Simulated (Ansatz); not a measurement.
Cu₃Au:
```yaml
crystal:
  lattice:
    - [3.78028, 0.00000, 0.00000]
    - [0.00000, 3.78028, 0.00000]
    - [0.00000, 0.00000, 3.78028]
  atoms:
    - { symbol: Cu, position: [0.00000, 0.50000, 0.50000] }
    - { symbol: Cu, position: [0.50000, 0.00000, 0.50000] }
    - { symbol: Cu, position: [0.50000, 0.50000, 0.00000] }
    - { symbol: Au, position: [0.00000, 0.00000, 0.00000] }
```

Relaxed with PBE. Special points in fractions of this cell's reciprocal vectors: Γ (0.000, 0.000, 0.000); X (0.000, 0.500, 0.000); M (0.500, 0.500, 0.000); R (0.500, 0.500, 0.500).

Q: List the band energies nearest the Fermi level at these points for PBE with spin–orbit coupling (plane waves, PAW; program Ansatz).

A: In eV from the Fermi level; about four levels below and three above (degenerate sets whole), none deeper than 8.9 eV; points with the same levels are listed once.

```csv
k,below,above
Γ,-1.33 -1.33 -1.33 -1.33 -1.17 -1.17,0.73 0.73 1.36 1.36 1.36 1.36
X,-1.53 -1.53 -1.38 -1.38,5.16 5.16 5.94 5.94
M,-0.51 -0.51 -0.45 -0.45,0.29 0.29 8.36 8.36
R,-0.84 -0.84 -0.84 -0.84,2.31 2.31 3.84 3.84 3.84 3.84
```

Space group Pm-3m (Cu3Au type). The cell was relaxed with PBE under the symmetry of its start. No spin polarisation was allowed.

Potentials: the earlier of the program's two PAW sets.
